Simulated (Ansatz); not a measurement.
## Structure optimisation: sodium, A15

Level of theory: DFT, LDA (PW92), plane waves (420 eV) with PAW, scalar-relativistic (Ansatz). (PAW data from PBE, frozen cores regenerated.)

k-point mesh 4×4×4, Fermi-Dirac smearing 0.1 eV, no spin polarisation. Cell and atoms relax.

Starting structure:

```yaml
crystal:
  lattice:
    - [6.7067694446, 0.0, 0.0]
    - [0.0, 6.7067694446, 0.0]
    - [0.0, 0.0, 6.7067694446]
  atoms:
    - { symbol: Na, position: [0.0, 0.0, 0.0] }
    - { symbol: Na, position: [0.5, 0.5, 0.5] }
    - { symbol: Na, position: [0.25, 0.0, 0.5] }
    - { symbol: Na, position: [0.75, 0.0, 0.5] }
    - { symbol: Na, position: [0.5, 0.25, 0.0] }
    - { symbol: Na, position: [0.5, 0.75, 0.0] }
    - { symbol: Na, position: [0.0, 0.5, 0.25] }
    - { symbol: Na, position: [0.0, 0.5, 0.75] }
hamiltonian:
  xc: lda
  pseudopotentials:
    kind: paw
    azcp:
      Na: "pseudopotentials/Na.paw.azcp"
basis:
  ecutwfc: 420
  fft_grid_basis: typed
kpoints:
  mp_grid: { grid: [4, 4, 4], shift: [0, 0, 0] }
magnetization:
  spin_polarized: false
scf:
  occupations: { method: fermi_dirac, width: 0.1 }
relax:
  max_steps: 60
  f_tol: 0.01
  cell: {}
```

Question: What cell does the relaxation end in?

Answer: Pm-3n with a = 6.455 Å; 33.62 Å³ per atom against 37.71 at the start (-10.8 %).

Question: How much energy does the relaxation gain?

Answer: 11.8 meV per atom.
